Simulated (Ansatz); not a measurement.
BN (zinc blende, space group No. 216) under volume change, the program Ansatz at the r²SCAN level (PAW), scaled uniformly.

| V (Å³/atom) | E − E(relaxed) (meV/atom) | P (GPa) |
|---|---|---|
| 5.346 | 67.2 | 43.78 |
| 5.522 | 28.4 | 27.09 |
| 5.699 | 6.8 | 12.61 |
| 5.875 | 0.0 | 0.02 |
| 6.051 | 6.1 | -10.93 |
| 6.227 | 23.5 | -20.45 |
| 6.404 | 50.7 | -28.74 |

Q: What does a third-order Birch–Murnaghan fit give for V₀, B₀ and B′?

A: V₀ = 5.88 Å³/atom, B₀ = 391 GPa, B′ = 3.7.

Space group F-43m (zinc blende). Symmetry was held in the r²SCAN relaxation; phonons on a q-mesh show no instability.

Potentials: the earlier of the program's two PAW sets.
